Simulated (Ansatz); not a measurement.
Molecular dynamics on a 2×2×1 supercell (16 atoms) of Cl (Cmce), relaxed with r2SCAN+rVV10. Forces come from r2SCAN in Ansatz: a Nosé-Hoover thermostat at fixed volume, 1700 K, steps of 1.5 fs. Computed, non-magnetic; the trajectory is short and the cell small, so nothing here is a converged average.

```yaml
crystal:
  lattice:
    - [6.2504734117, -4.0144901941, 0.0]
    - [6.2504734117, 4.0144901941, 0.0]
    - [0.0, 0.0, 8.1465601234]
  atoms:
    - { symbol: Cl, position: [0.4378175035, 0.0621824965, 0.6074783214] }
    - { symbol: Cl, position: [0.0621824965, 0.4378175035, 0.3925216786] }
    - { symbol: Cl, position: [0.3121824965, 0.1878175035, 0.1074783214] }
    - { symbol: Cl, position: [0.1878175035, 0.3121824965, 0.8925216786] }
    - { symbol: Cl, position: [0.4378175035, 0.5621824965, 0.6074783214] }
    - { symbol: Cl, position: [0.0621824965, 0.9378175035, 0.3925216786] }
    - { symbol: Cl, position: [0.3121824965, 0.6878175035, 0.1074783214] }
    - { symbol: Cl, position: [0.1878175035, 0.8121824965, 0.8925216786] }
    - { symbol: Cl, position: [0.9378175035, 0.0621824965, 0.6074783214] }
    - { symbol: Cl, position: [0.5621824965, 0.4378175035, 0.3925216786] }
    - { symbol: Cl, position: [0.8121824965, 0.1878175035, 0.1074783214] }
    - { symbol: Cl, position: [0.6878175035, 0.3121824965, 0.8925216786] }
    - { symbol: Cl, position: [0.9378175035, 0.5621824965, 0.6074783214] }
    - { symbol: Cl, position: [0.5621824965, 0.9378175035, 0.3925216786] }
    - { symbol: Cl, position: [0.8121824965, 0.6878175035, 0.1074783214] }
    - { symbol: Cl, position: [0.6878175035, 0.8121824965, 0.8925216786] }
kpoints:
  mp_grid: { grid: [2, 2, 2] }
hamiltonian:
  xc: r2scan
scf:
  occupations: { method: fermi_dirac, width: 0.146 }
md:
  ensemble: nvt_nose_hoover
  temperature: 1700
  timestep: 1.5
  n_steps: 20
  initial_velocities: maxwell_boltzmann
  seed: 3265
```

Run as `ansatz run input.yaml --threads 4 --pin off --max-ram 5529MiB --backend cpu --events-out ev --progress --plain --runs-dir out`. Wall time 5.1 min on 4 threads of Arm Neoverse N1, on a shared host, load about 0.9 per core; peak host memory 2 GiB.

| step | t (fs) | T (K) | free energy F from step 0 (meV/atom) | kinetic energy (meV/atom) | largest force (eV/Å) |
| --- | --- | --- | --- | --- | --- |
| 0 | 0 | 1700 | 0.0 | 206.0 | 0.05 |
| 1 | 1.5 | 1695 | 0.5 | 205.5 | 0.30 |
| 2 | 3 | 1679 | 2.6 | 203.4 | 0.69 |
| 3 | 4.5 | 1650 | 6.0 | 200.0 | 1.11 |
| 4 | 6 | 1612 | 10.7 | 195.3 | 1.54 |
| 5 | 7.5 | 1566 | 16.3 | 189.8 | 1.96 |
| 6 | 9 | 1517 | 22.3 | 183.8 | 2.36 |
| 7 | 10.5 | 1468 | 28.3 | 177.9 | 2.70 |
| 8 | 12 | 1423 | 33.8 | 172.4 | 2.96 |
| 9 | 13.5 | 1386 | 38.4 | 167.9 | 3.12 |
| 10 | 15 | 1358 | 41.8 | 164.6 | 3.17 |
| 11 | 16.5 | 1341 | 43.9 | 162.5 | 3.10 |
| 12 | 18 | 1333 | 45.0 | 161.5 | 2.92 |
| 13 | 19.5 | 1331 | 45.3 | 161.3 | 2.65 |
| 14 | 21 | 1332 | 45.3 | 161.4 | 2.30 |
| 15 | 22.5 | 1331 | 45.4 | 161.3 | 1.92 |
| 16 | 24 | 1326 | 46.2 | 160.7 | 1.52 |
| 17 | 25.5 | 1314 | 47.8 | 159.2 | 1.13 |
| 18 | 27 | 1293 | 50.5 | 156.7 | 0.79 |
| 19 | 28.5 | 1262 | 54.5 | 152.9 | 0.84 |
| 20 | 30 | 1222 | 59.6 | 148.1 | 0.95 |

The temperature goes from 1700 K to 1222 K in 30 fs. The thermostat hasn't had time to restore it. By the last step the atoms have moved 0.28 Å in the root mean square, the drift of the whole cell taken out, 0.50 Å at most.

Positions (Å) and forces (eV/Å) at step 20:
```
Cl   3.625  -1.505   5.018    -0.650  -0.112  -0.322
Cl   2.911   1.515   3.086     0.277   0.375   0.414
Cl   2.929  -0.157   0.951     0.532  -0.537  -0.570
Cl   3.199   0.242   7.123    -0.292   0.400   0.789
Cl   6.444   0.272   4.972    -0.303   0.343  -0.426
Cl   6.498   3.597   3.442    -0.321  -0.303  -0.118
Cl   6.148   1.661   0.818     0.111  -0.210  -0.001
Cl   6.135   2.582   7.160     0.057  -0.083   0.395
Cl   6.165  -3.528   5.216     0.236   0.001  -0.593
Cl   6.170  -0.424   3.093     0.225   0.039   0.468
Cl   6.459  -2.612   0.849    -0.536   0.256  -0.021
Cl   6.027  -1.626   7.295     0.376   0.063   0.306
Cl   9.059  -1.607   4.921     0.397  -0.175  -0.444
Cl   9.443   1.583   3.284     0.170  -0.113  -0.041
Cl   9.388  -0.611   0.716    -0.128   0.415  -0.198
Cl   9.408   0.618   7.230    -0.150  -0.360   0.364
```
